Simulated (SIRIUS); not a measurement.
Worked example: self-consistent single point of SiNi (Pm, 8 atoms in the cell; from Materials Project mp-351, changed as shown) in SIRIUS.

Computed with PBE, GBRV PBE ultrasoft pseudopotentials (plane waves; SIRIUS).

The change in words: atom 8 moved by +0.04 angstrom along z. Reference geometry (Pnma):
```
SiNi
1.0
    5.14154     0.00000     0.00000
    0.00000     3.32130     0.00000
    0.00000     0.00000     5.56978
Si Ni
4 4
Direct
  0.82109   0.75000   0.58232
  0.17891   0.25000   0.41768
  0.67891   0.25000   0.08232
  0.32109   0.75000   0.91768
  0.50795   0.25000   0.68852
  0.49205   0.75000   0.31148
  0.99205   0.75000   0.18852
  0.00795   0.25000   0.81148
```

Reference input (self-consistent single point, DFT, PBE, plane waves, GBRV PBE ultrasoft pseudopotentials): parameters.ngridk = 3 5 3; parameters.xc_functionals = [XC_GGA_X_PBE, XC_GGA_C_PBE]; parameters.gk_cutoff = 6.325 1/bohr; parameters.pw_cutoff = 14.143 1/bohr; parameters.smearing = fermi_dirac; parameters.smearing_width = 0.00499791 Ha; potentials = GBRV PBE ultrasoft pseudopotentials; parameters.electronic_structure_method = pseudopotential; parameters.num_bands = 53; parameters.num_mag_dims = 0; parameters.num_dft_iter = 100; parameters.energy_tol = 1e-07 Ha. This run's input differs from it in these lines:

```diff
@@ -54,3 +54,3 @@
         [0.99205, 0.75, 0.18852],
-        [0.00795, 0.25, 0.81148]
+        [0.00795, 0.25, 0.818662]
       ]
```

Output (repeated stretches shortened):

```
[find] density tolerance         : 1e-06
[find] total energy tolerance    : 1e-07
[find] iter_solver_tol (initial) : 0.01
[find] iter_solver_tol (target)  : 1e-13
[find] num_dft_iter              : 100
Charges and magnetic moments
--------------------------------------------------------------------------------
total charge          : 88.000000
[find] | SCF iteration   0 out of 100|
[diagonalize] iterative solver tolerance (occupied, empty): 0.01 0.01
[diagonalize] average number of iterations: 5.86667
[find] Charges and magnetic moments
[find] total charge          : 88.000000
[find] Energy
   [... lines left out ...]
[find] iteration : 99, RMS (target) : 1.7578e-05 (1.0000e-06) , energy difference (target) : -4.6477e-08 (1.0000e-07)
[find] bands are converged : true
[find] iterative solver converged : true
[find] Charges and magnetic moments
[find] total charge          : 88.000000
[find] Energy
[find] smearing (-TS)                 :      -0.00655175
[find] Total energy                   :    -705.87681326 (Ha),   -1411.75362653 (Ry)
[find] Free energy (E-TS)             :    -705.88336502 (Ha),   -1411.76673004 (Ry)
[find] band gap (eV)                  :       0.00000000
[find] Efermi                         :       0.54754456
[ground_state] === stress tensor components [kbar] ===
[ground_state] === stress_total ===
[ground_state]   -38.327512    0.000000    1.999077
[ground_state]     0.000000   -7.132760    0.000000
[ground_state]     1.999077    0.000000  -27.258933
[ground_state] ==== total Forces in Ha/bohr =====
[ground_state] atom:    0, force:       0.0025036      0.0000000      0.0028398
[ground_state] atom:    1, force:      -0.0016388      0.0000000      0.0013206
[ground_state] atom:    2, force:      -0.0029816      0.0000000      0.0024641
[ground_state] atom:    3, force:       0.0011159      0.0000000     -0.0001780
[ground_state] atom:    4, force:       0.0010293      0.0000000     -0.0009144
[ground_state] atom:    5, force:      -0.0010274      0.0000000      0.0012061
[ground_state] atom:    6, force:      -0.0009272      0.0000000      0.0016772
[ground_state] atom:    7, force:       0.0019258      0.0000000     -0.0084178
```

The run ended unconverged after 100 iterations. SIRIUS prints the stress tensor with tension positive. 

The structure comes from a collection of computed structures, made at another level of theory; the collection holds predicted forms beside known ones.

Cost on one core: very roughly 11 core-minutes.

The gap that the log prints is read on the run's mesh, which can miss the band edges or a crossing.
